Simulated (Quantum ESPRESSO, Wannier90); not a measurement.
**Te$_{2}$W (P6₃/mmc, 2Hc stacking as in molybdenite), plane waves to Wannier functions**

```
begin unit_cell_cart
ang
    3.5615500966    0.0000000000    0.0000000000
   -1.7807750483    3.0843928605    0.0000000000
    0.0000000000    0.0000000000   14.8472300000
end unit_cell_cart
begin atoms_frac
Te   0.3333333333 -0.3333333333 -0.1291800000
Te  -0.3333333333  0.3333333333  0.1291800000
Te  -0.3333333333  0.3333333333  0.3708200000
Te   0.3333333333 -0.3333333333 -0.3708200000
W    0.3333333333 -0.3333333333  0.2500000000
W   -0.3333333333  0.3333333333 -0.2500000000
end atoms_frac
```

Cell from Materials Project (mp-1019322), symmetrised, no further relaxation. Not found in the COD (Crystallography Open Database) copy used, which has the formula in other groups; not checked further. Method: PBEsol plane waves in Quantum ESPRESSO 7.5 (PseudoDojo norm-conserving files, 66 Ry, no spin polarisation, no spin-orbit coupling), Bloch states on a 4×4×4 mesh through Γ, Wannier90 4.0.1. Density: 12×12×2 mesh, cold smearing 0.01 Ry. The cell is built of weakly bound layers, chains or molecules, whose nearest atoms lie 4.35 Å apart. Database cells relaxed without dispersion often hold them too far apart, which can enlarge gaps and weakens couplings between them; spacing and stacking were not compared with the measured crystal. Spin-orbit coupling is left out although heavy elements are present.

A tight-binding model is made by disentanglement and projection with no localisation steps (num_iter = 0), so the 34 orbitals stay atom-like: hydrogen-like Te: s;p; W: s;p;d, axes along x, y, z; frozen window up to 2.44 eV relative to the valence-band maximum. It follows pw.x to 44 meV rms for states up to 1.9 eV relative to the valence-band maximum. Matrix elements depend on this choice of orbitals and windows.

Task: What are the on-site energies relative to the valence-band maximum, and how fast do the hoppings decay?

Result: 
```
atom    orbitals  energy (eV)
----  ----------  -----------
Te1            s        -9.09
Te1           pz        -0.32
Te1        px py        -0.54
Te2            s        -9.09
Te2           pz        -0.32
Te2        px py        -0.54
Te3            s        -9.09
Te3           pz        -0.32
Te3        px py        -0.54
Te4            s        -9.09
Te4           pz        -0.32
Te4        px py        -0.54
W5             s         1.56
W5            pz         6.32
W5         px py         6.48
W5           dz2        -0.14
W5       dxz dyz        -0.01
W5    dx2-y2 dxy         0.01
W6             s         1.56
W6            pz         6.32
W6         px py         6.48
W6           dz2        -0.14
W6       dxz dyz        -0.01
W6    dx2-y2 dxy         0.01
```

```csv
distance of the centres (Å),largest modulus (eV)
2–3,1.6
3–4,1.2
4–5,0.27
5–6,0.27
```
